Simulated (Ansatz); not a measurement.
H4BrN in space group P-43m (No. 215; H on 4e, Br on 1b, N on 1a), the program Ansatz at the r²SCAN+D4 level (PAW), all energies at zero smearing, with the estimated change up to a 700 eV cutoff added, with one set of potentials and settings (totals compare only within such a set). Cell of 6 atoms (4 H, 1 Br, 1 N): -3245.098 eV.

```
element            reference phase  E (eV/atom)
-------  -------------------------  -----------
H        Cmce, 4 atoms in the cell     -15.9523
Br       Cmce, 4 atoms in the cell   -2792.9529
N        Pa-3, 8 atoms in the cell    -384.8553
```

Formation energy per atom, worked out: (-3245.098 − 4×(-15.9523) − 1×(-2792.9529) − 1×(-384.8553))/6 = -0.580 eV/atom (-56 kJ per mol of atoms), at 0 K, without zero-point energy or fitted corrections.

The first step of the workflow began from a Materials Project structure, measured or hypothetical; the Crystallography Open Database files this formula in space group No. 215, but the cells were not matched. Its standing as an ambient phase is unchecked. The r²SCAN+D4 relaxation kept the symmetry of its start; phonons on a q-mesh show no instability. The references are the lowest solids computed at this level, not always the standard phases (solids in place of the gases).

Potentials: the later of the program's two PAW sets.
